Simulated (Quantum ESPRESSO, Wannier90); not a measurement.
## Tight-binding from DFT: CuCl (R3m)

```xyz
2
Lattice="1.9053 1.1000 3.0543 -1.9053 1.1000 3.0543 0.0000 -2.2001 3.0543" Properties=species:S:1:pos:R:3 pbc="T T T"
Cu     0.0000     0.0000     0.1036
Cl     0.0000     0.0000    -2.2385
```

Cell from Materials Project (mp-22914), symmetrised, no further relaxation. Not found in the COD (Crystallography Open Database) copy used, which has the formula in other groups; not checked further. The atoms lie within 0.1 Å of the higher space group F-43m. Computed values, not measurements, from PBE: Quantum ESPRESSO (norm-conserving PseudoDojo potentials, cutoff 74 Ry, no spin polarisation, no spin-orbit coupling) on a Γ-centred 10×10×10 mesh, then Wannier90. Density: 10×10×10 mesh, Gaussian smearing 0.01 Ry. A non-magnetic state is assumed, with no Hubbard U; filled 3d bands tend to lie too high at this level.

Band 5 is isolated and gives one Wannier function a cell (Cl2 3s 90 %, Cu1 4s 8 %; spread 0.86 Å²). Its on-site energy is ε = -16.744 eV relative to the valence-band maximum, and its hoppings t(R) = t(−R) to the nearer images are (images within this range that aren't listed have |t| under 5 meV):

| R (lattice vectors; −R alike) | distance (Å) | t (eV) |
|---|---|---|
| 0 0 1 | 3.76 | -0.042 |
| 0 1 -1 | 3.81 | -0.040 |
| 0 1 0 | 3.76 | -0.042 |
| 1 -1 0 | 3.81 | -0.040 |
| 1 0 -1 | 3.81 | -0.040 |
| 1 0 0 | 3.76 | -0.042 |

Work out the band energy at Γ, T, H_2, H_0 from these numbers.

For one orbital E(k) = ε + Σ_R 2 t(R) cos(2π k·R), the sum over the listed R.
- Γ, k = (0.000, 0.000, 0.000): E = -16.744 + (-0.042)·(6.00) + (-0.040)·(6.00) = -17.24 eV; pw.x: -17.22 eV
- T, k = (0.500, 0.500, 0.500): E = -16.744 + (-0.042)·(-6.00) + (-0.040)·(6.00) = -16.73 eV; pw.x: -16.72 eV
- H_2, k = (0.747, 0.253, 0.500): E = -16.744 + (-0.042)·(-2.08) + (-0.040)·(-1.92) = -16.58 eV; pw.x: -16.58 eV
- H_0, k = (0.500, -0.253, 0.253): E = -16.744 + (-0.042)·(-2.08) + (-0.040)·(-1.92) = -16.58 eV; pw.x: -16.58 eV

At these points the listed shells miss the plane-wave band by up to 0.01 eV, of a width of 0.64 eV on the path. With all its hoppings the model misses the band by 0.0 meV at worst on the whole path; the listed shells hold nearly all of the dispersion.
